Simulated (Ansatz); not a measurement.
The relaxed structure here is a generated cell of BP: the first start was made by placing the elements on the sites of a structure type, and the end was not matched to a known phase here, so it may be hypothetical. Known forms of BP include space group No. 216.

A structure of BP relaxed with PBEsol (plane waves to 420 eV, PAW, scalar-relativistic; Ansatz, a program for electronic structure); single points at other levels follow on the same geometry (Ansatz, PAW; HSE06 at 420 eV on a 4×6×4 k-mesh; no spin-orbit coupling). Space group Pnma (No. 62).

```
BP
1.0
    6.25566     0.00000     0.00000
    0.00000     3.21466     0.00000
    0.00000     0.00000     5.36229
B P
4 4
Cartesian
  4.13977   2.41100   4.81817
  5.24372   0.80367   2.13703
  2.11589   0.80367   0.54412
  1.01194   2.41100   3.22526
  2.11895   2.41100   4.78791
  1.00888   0.80367   2.10677
  4.13671   0.80367   0.57438
  5.24678   2.41100   3.25552
```

```
level   gap (eV)      kind  conduction minimum
------  --------  --------  ------------------
PBEsol      0.59  indirect                   U
HSE06        [?]         –                 [?]
```

Some entries are withheld; supply them.


- HSE06, gap (eV): 1.40
- HSE06, conduction minimum: U

HSE06 gaps come from a coarse mesh plus a few chosen points, so they may be too large. No spin polarisation in the result.

The run could not lose the symmetry of its start, so the end can be a saddle point.
